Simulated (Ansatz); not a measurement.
Li2ZnSi: reading a single point

```
CELL_PARAMETERS angstrom
4.28654 0.00000 0.00000
-2.14327 3.71225 0.00000
0.00000 0.00000 16.60112
ATOMIC_POSITIONS crystal
Li 0.33330 0.66670 0.04200
Li 0.66670 0.33330 0.95800
Zn 0.00000 0.00000 0.38500
Zn 0.00000 0.00000 0.61500
Li 0.33330 0.66670 0.54200
Li 0.66670 0.33330 0.45800
Zn 0.00000 0.00000 0.13500
Zn 0.00000 0.00000 0.86500
Si 0.33330 0.66670 0.87500
Si 0.66670 0.33330 0.12500
Li 0.33330 0.66670 0.70800
Li 0.66670 0.33330 0.29200
Li 0.33330 0.66670 0.20800
Li 0.66670 0.33330 0.79200
Si 0.33330 0.66670 0.37500
Si 0.66670 0.33330 0.62500
```

Method: r2SCAN, no spin polarisation; PAW, plane waves to 500 eV, 9×9×2 Γ-centred mesh, fermi-dirac occupations (width 0.1 eV) (Ansatz 0.2.0), atoms fixed.

Forces: The largest is on Zn7 (and as large on other atoms): 0.22 eV/Å, components (0.00, 0.00, -0.22). It makes 86° with the line to a nearest neighbour, Si10 at 2.48 Å.
Charges: Bader charges in e: Li +0.86, Zn -0.19, Si -1.53. In the mean Li gives up most and Si takes most.
At the Fermi level: It is a metal, with about 1 states/eV a cell as the mean within 0.25 eV of the Fermi level.
Formation energy: -0.30 eV an atom against the elements' usual phases (free molecules for gases, crystals otherwise, with no correction for O₂ or N₂), so it is bound against them; other compounds may still compete. Relaxing would lower it.
Stress: The pressure is -3.0 GPa (compression positive), so with the atoms held at these fractions the cell would first shrink. The principal stresses -3.9, -3.9, -1.1 GPa differ, so its shape would change too.

Origin: a database entry at a rescaled volume.
